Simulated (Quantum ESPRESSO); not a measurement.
Mg$_{3}$Mo$_{2}$Pd$_{2}$Pt (simulated cell), Mg$_{3}$ScTa$_{2}$Mo$_{2}$ (simulated cell), Mg$_{3}$ScTa$_{2}$SnMo (simulated cell) (calculated)

All values are calculated (Quantum ESPRESSO 7.5). Calculation on a made-up metal alloy cell, not a measurement: no spin or spin-orbit, unrelaxed, 2900 K smearing, stress positive in tension, cell energy less fitted offsets; periodic Kohn-Sham density functional theory in plane waves with PseudoDojo standard norm-conserving scalar-relativistic pseudopotentials, each functional with its own files (v0.5 for PBE, v0.4.1 for LDA and PBEsol), eight atoms on drawn sites of a strained close-packed or body-centred lattice, each displaced and held fixed; the energy is the cell's free energy, ions and the entropy term -TS included, at the stated Fermi-Dirac width, less a fixed offset for each atom's element (shifted free energy); compositions with an open d shell lost a parallel starting moment in a cheaper test run, and other magnetic orders were not tried; an error bar is the largest change of its kind in a tighter rerun, never given below 0.002 eV, 0.02 GPa or 0.003 eV/angstrom, and covers cutoff and k-mesh only, not smearing or the files.

Common to all runs: functional pbe; cutoff 1143 eV; fermi dirac smearing 0.25 eV; electrons removed 0.

Notes on all entries: heavy elements are run without spin-orbit coupling, which real alloys of them have; a spin test at this wide smearing found no moment, but such smearing suppresses magnetism that the real alloy may have; lattice, volume and sites are drawn at random and may be unstable or far from any real phase; energies are for the whole cell, less offsets fitted to these runs, so they are not formation energies.

(1) Mg$_{3}$Mo$_{2}$Pd$_{2}$Pt (simulated cell)

```
Mg3Mo2Pd2Pt
1.0
      0.0505     0.0111    -4.1768
     -4.1322    -0.0071     0.0505
      2.0550     8.5120     2.0410
Mg Mo Pd Pt Pd Mg Mo
1 1 1 1 1 2 1
Direct
  -0.02243 -0.01205 -0.00494
  0.12900 0.67403 0.26070
  0.25474 0.26513 0.51314
  0.35169 0.85442 0.75079
  0.51302 0.49556 -0.00640
  0.61865 0.11148 0.24824
  0.74078 0.77984 0.50975
  0.89488 0.39465 0.74170
```

```
lattice type             : face-centred cubic
run command              : mpirun -np 4 pw.x -nk 4 -in in
run processor            : Intel Xeon, 2023 or later, virtual cores
k mesh                   : 6 x 6 x 3 shifted half a step off Gamma on each axis
entropy term negative ts : -1.843 eV
pressure                 : -9.2 GPa
stress xx                : 8.11 GPa
stress yy                : 7.79 GPa
stress zz                : 11.7 GPa
stress yz                : -0.31 GPa
stress xz                : -1.48 GPa
stress xy                : -0.13 GPa
shifted free energy      : 1.223 eV
```

Atoms:
```tsv
atoms element	atom site	atom energy offset (eV)
Mg	1	-1616.19
Mo	2	-1911.95
Pd	3	-3687.45
Pt	4	-3554.29
Pd	5	-3687.45
Mg	6	-1616.19
Mg	7	-1616.19
Mo	8	-1911.95
```

Forces:
```tsv
site	x (eV/Å)	y (eV/Å)	z (eV/Å)
1	-0.489	-0.405	-0.238
2	1.164	0.098	0.266
3	0.177	-0.488	-0.098
4	-0.404	0.035	0.023
5	0.05	0.141	0.082
6	-0.98	-0.016	-0.125
7	0.249	0.124	-0.027
8	0.232	0.511	0.117
```

Notes: error bars: energy 0.0067 eV, stress 0.023 GPa, force 0.0096 eV/Å, from a tighter rerun of a related cell, whose elements or sites may differ; 16 SCF iterations, 362 s of wall time on a shared machine.

(2) Mg$_{3}$Mo$_{2}$Pd$_{2}$Pt (simulated cell)

```
Mg3Mo2Pd2Pt
1.0
      0.0505     0.0111    -4.1768
     -4.1322    -0.0071     0.0505
      2.0550     8.5120     2.0410
Pt Mg Mo Pd Mo Mg Pd Mg
1 1 1 1 1 1 1 1
Direct
  -0.02243 -0.01205 -0.00494
  0.12900 0.67403 0.26070
  0.25474 0.26513 0.51314
  0.35169 0.85442 0.75079
  0.51302 0.49556 -0.00640
  0.61865 0.11148 0.24824
  0.74078 0.77984 0.50975
  0.89488 0.39465 0.74170
```

```
lattice type             : face-centred cubic
run command              : mpirun -np 4 pw.x -nk 4 -in in
run processor            : Intel Xeon, 2023 or later, virtual cores
k mesh                   : 6 x 6 x 3 shifted half a step off Gamma on each axis
entropy term negative ts : -2.104 eV
pressure                 : -9.19 GPa
stress xx                : 10.97 GPa
stress yy                : 7.99 GPa
stress zz                : 8.62 GPa
stress yz                : -0.4 GPa
stress xz                : -1.4 GPa
stress xy                : 0.56 GPa
shifted free energy      : 1.493 eV
```

Atoms:
```tsv
atoms element	atom site	atom energy offset (eV)
Pt	1	-3554.29
Mg	2	-1616.19
Mo	3	-1911.95
Pd	4	-3687.45
Mo	5	-1911.95
Mg	6	-1616.19
Pd	7	-3687.45
Mg	8	-1616.19
```

Forces:
```tsv
site	x (eV/Å)	y (eV/Å)	z (eV/Å)
1	-0.156	0.428	0.102
2	0.974	-0.386	0.101
3	-0.048	0.217	-0.223
4	-0.442	0.053	-0.502
5	0.09	-0.572	-0.065
6	-0.781	0.156	-0.117
7	-0.046	-0.463	0
8	0.41	0.566	0.705
```

Notes: error bars: energy 0.0067 eV, stress 0.023 GPa, force 0.0096 eV/Å, from a tighter rerun of a related cell, whose elements or sites may differ; 16 SCF iterations, 326 s of wall time on a shared machine.

(3) Mg$_{3}$ScTa$_{2}$Mo$_{2}$ (simulated cell)

```
Mg3ScTa2Mo2
1.0
      2.1996     4.3993     2.1996
      2.1996    -4.3993     2.1996
      2.1996     0.0000    -6.5989
Mg Mo Sc Mg Mo Ta
2 1 1 1 1 2
Direct
  -0.00378 -0.00105 -0.00558
  0.13771 0.61956 0.23987
  0.25707 0.24664 0.49879
  0.36098 0.85276 0.73902
  0.48220 0.47456 -0.00059
  0.63350 0.10644 0.25360
  0.74317 0.74999 0.49612
  0.85936 0.38603 0.73110
```

```
lattice type             : face-centred cubic
run command              : pw.x -nk 1 -in in
run processor            : AMD EPYC, Zen 5, virtual cores
k mesh                   : 5 x 5 x 4 shifted half a step off Gamma on each axis
entropy term negative ts : -1.844 eV
pressure                 : -10.8 GPa
stress xx                : 10.61 GPa
stress yy                : 11.56 GPa
stress zz                : 10.24 GPa
stress yz                : -1.39 GPa
stress xz                : 1.11 GPa
stress xy                : 0.51 GPa
shifted free energy      : 2.029 eV
```

Atoms:
```tsv
atoms element	atom site	atom energy offset (eV)
Mg	1	-1616.19
Mg	2	-1616.19
Mo	3	-1911.95
Sc	4	-1317.21
Mg	5	-1616.19
Mo	6	-1911.95
Ta	7	-1771.44
Ta	8	-1771.44
```

Forces:
```tsv
site	x (eV/Å)	y (eV/Å)	z (eV/Å)
1	0.141	-0.019	-0.395
2	-0.118	-0.467	-0.378
3	-0.001	0.093	0.11
4	0.177	0.121	0.279
5	0.239	0.115	0.388
6	1.455	-0.051	-1.323
7	0.057	0.121	0.344
8	-1.95	0.087	0.976
```

Notes: error bars: energy 0.002 eV, stress 0.029 GPa, force 0.012 eV/Å, from a tighter rerun of this cell; 16 SCF iterations, 1549 s of wall time on a shared machine.

(4) Mg$_{3}$ScTa$_{2}$SnMo (simulated cell)

```
Mg3ScTa2SnMo
1.0
      0.0000     0.0000    -4.8557
      0.0000     5.2968     0.0000
      6.1162     0.0000     0.0000
Mg Sn Ta Mg Mo Mg Sc
1 1 2 1 1 1 1
Direct
  -0.01590 -0.00332 -0.01874
  -0.00233 -0.03902 0.50991
  0.02020 0.47663 0.27102
  -0.00883 0.52030 0.76443
  0.51581 0.33549 -0.00813
  0.46255 0.32999 0.50639
  0.49208 0.82910 0.24110
  0.51523 0.84527 0.75501
```

```
lattice type             : hexagonal close-packed
run command              : mpirun -np 4 pw.x -nk 4 -in in
run processor            : Intel Xeon, 2023 or later, virtual cores
k mesh                   : 5 x 5 x 4 shifted half a step off Gamma on each axis
entropy term negative ts : -1.378 eV
pressure                 : 0.96 GPa
stress xx                : 0.83 GPa
stress yy                : -1.87 GPa
stress zz                : -1.83 GPa
stress yz                : 1.09 GPa
stress xz                : -0.72 GPa
stress xy                : 0.32 GPa
shifted free energy      : 0.768 eV
```

Atoms:
```tsv
atoms element	atom site	atom energy offset (eV)
Mg	1	-1616.19
Sn	2	-2144.16
Ta	3	-1771.44
Ta	4	-1771.44
Mg	5	-1616.19
Mo	6	-1911.95
Mg	7	-1616.19
Sc	8	-1317.21
```

Forces:
```tsv
site	x (eV/Å)	y (eV/Å)	z (eV/Å)
1	1.227	0.475	-0.774
2	-0.989	1.829	-0.228
3	0.485	-0.094	0.46
4	-0.843	-2.124	-0.8
5	0.631	0.358	0.579
6	0.066	0.411	-0.262
7	0.436	-0.074	-0.178
8	-1.012	-0.781	1.204
```

Notes: the tin pseudopotential is less sure than most, with forces differing by about three percent from a second method on plain tin; error bars: energy 0.002 eV, stress 0.033 GPa, force 0.0071 eV/Å, from a tighter rerun of a related cell, whose elements or sites may differ; 13 SCF iterations, 146 s of wall time on a shared machine.
